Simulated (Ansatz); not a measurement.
Mg2Ge2N: computed properties

Theory: DFT PBE, scalar-relativistic, plane waves, PAW in Ansatz.

Plane waves to 420 eV, a k mesh through Γ of 10×10×6 on the computed 5-atom cell and Gaussian smearing (0.10 eV); no spin polarisation.

The structure is relaxed at this level of theory with its symmetry kept, and needn't be the ground state of this composition.

Symmetry: P4/mmm, No. 123, tetragonal system. The conventional cell has a = 4.066 Å, b = 4.066 Å, c = 6.676 Å, α = 90.00°, β = 90.00°, γ = 90.00°. Around Mg (site symmetry mmm) lie 2 N at 2.03 Å. Ge (site symmetry 4mm) is surrounded by 1 Ge at 2.32 Å. N (site symmetry 4/mmm) is surrounded by 4 Mg at 2.03 Å.

| Property | Result |
| --- | --- |
| Volume per atom | 22.07 Å³ |
| Formation energy from the elements' standard states (uncorrected) | +0.288 eV/atom |
| Kohn–Sham band gap | none (metal) |
| Density of states at the Fermi level | 1.7 states/eV per cell |
| Orbital (Löwdin) character within 0.5 eV of the Fermi level | Ge 4p 75 %, N 2p 16 % |
| Bader charge by site (e) | Mg (2 in the cell) 1.58, Ge (2 in the cell) -0.54, N (1 in the cell) -2.08 |

Another cell of Mg2Ge2N relaxed alike, in P-3m1, lies 0.57 eV/atom lower, so this cell isn't the stable form at this level.

The cell was found from a structure generator's guess, not taken from experiment. Löwdin shares on free-atom orbitals overweight diffuse shells.
